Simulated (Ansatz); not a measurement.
ZnCdS2 in space group P-4m2 (No. 115; Zn on 1d, Cd on 1b, S on 2g), the program Ansatz at the PBE level (PAW), all energies at zero smearing, with the estimated change up to a 700 eV cutoff added, with one set of potentials and settings (totals compare only within such a set). Cell of 4 atoms (1 Zn, 1 Cd, 2 S): -13380.502 eV.

```csv
element,reference phase,E (eV/atom)
Zn,"C2/m, 3 atoms in the cell",-3319.0295
Cd,"P6_3/mmc, 2 atoms in the cell",-8254.4547
S,"Fddd, 32 atoms in the cell",-902.0599
```

Formation energy per atom, worked out: (-13380.502 − 1×(-3319.0295) − 1×(-8254.4547) − 2×(-902.0599))/4 = -0.724 eV/atom (-70 kJ per mol of atoms), at 0 K, without zero-point energy or fitted corrections.

The workflow started from a Materials Project entry (that database holds measured and hypothetical structures alike); the Crystallography Open Database copy checked does not list it. Its standing as an ambient phase is unchecked. The cell was relaxed with PBE under the symmetry of its start; whether a distortion lowers the energy is not shown. The references are the lowest solids computed at this level, not always the standard phases.

Potentials: the later of the program's two PAW sets.
